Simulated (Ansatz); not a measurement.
**Squeezing Sn (bcc type)**

```xyz
1
Lattice="-1.8533 1.8533 1.8533 1.8533 -1.8533 1.8533 1.8533 1.8533 -1.8533" Properties=species:S:1:pos:R:3 pbc="T T T"
Sn    0.0000    0.0000    0.0000
```

The cell comes from a relaxation on PAW files under the same functional, begun from a prototype that needn't be the stable phase.

Its volume is scaled at fixed shape and fractional positions.

All numbers are LDA results (scalar-relativistic) from Ansatz 0.2.0, with a Γ-centred 14×14×14 k mesh, Fermi–Dirac smearing of 0.08 eV, no spin polarisation. Methods: LAPW: all electrons, basis error target 1 meV/atom; PAW: frozen-core files, cutoff 420 eV; crystal datasets: all electrons, by PAW datasets that the program makes for each cell; norm-conserving: pseudopotentials, cutoff 980 eV.

Energies are extrapolated to zero smearing and count from the unscaled cell; pressure is positive in compression; gaps take the mesh and a band path. No temperature or zero-point motion is included.

Spin–orbit coupling is left out, which matters for the heavy atoms. The PAW files were made under PBE. The structure type is held throughout; the real material can change phase at far lower pressure.

```csv
V/V0,V (Å³/atom),P LAPW (GPa),ΔE LAPW (eV/atom),P PAW − LAPW (GPa),ΔE PAW − LAPW (meV/atom)
1.00,25.46,0.01,0.000,-0.02,0.0
0.95,24.19,3.46,0.013,-0.02,-0.1
0.85,21.64,14.33,?,-0.03,-0.5
0.75,19.10,34.4,0.517,-0.01,-0.8
0.65,16.55,72.8,?,0.03,-0.6
0.55,14.01,151.7,3.039,-0.01,-0.2
0.45,11.46,328.6,6.656,0.27,0.5
0.40,10.19,499.3,9.891,0.83,5.6
```

Q: What belongs in the row "0.65", column "ΔE LAPW (eV/atom)"?

A: 1.335.

Q: What belongs in the row "0.85", column "ΔE LAPW (eV/atom)"?

A: 0.146.

Q: Fit the Vinet equation to the LAPW pressures over the whole range, with residuals weighted by 1/(|P| + 0.03·Pmax).

A: V0 = 25.54 Å³/atom, B0 = 53.2 GPa and B0′ = 5.66, and the fit misses no point by more than 6.5 GPa. A fit over so wide a range pins B0 less well than one near rest.

Q: From the table, what is the rise of the enthalpy H = E + pV up to the last row, and how stiff is the crystal between the last two rows?

A: ΔH = 9.891 eV + (499.3 GPa × 10.19 Å³ − 0.01 GPa × 25.46 Å³) × 0.006242 eV/(GPa·Å³) = 41.63 eV/atom, of which pV makes 76 %. The mean bulk modulus there is −ΔP/Δln V = 1450 GPa.

Q: At the smallest volume, how far do crystal datasets and norm-conserving lie from LAPW in pressure?

A: crystal datasets: 0.00 GPa; norm-conserving: +4.49 GPa, on a LAPW pressure of 499.3 GPa.

Q: How do the Löwdin populations by LAPW change from the unscaled cell to the last row?

A: Sn 4s 1.99 → 1.95, Sn 5s 1.68 → 1.30, Sn 5p 2.30 → 2.76, Sn 4d 9.99 → 9.95 electrons an atom. These are projections on the shells that the free atoms fill; 0.03 e a cell lies outside them at the start and 0.07 e at the end.
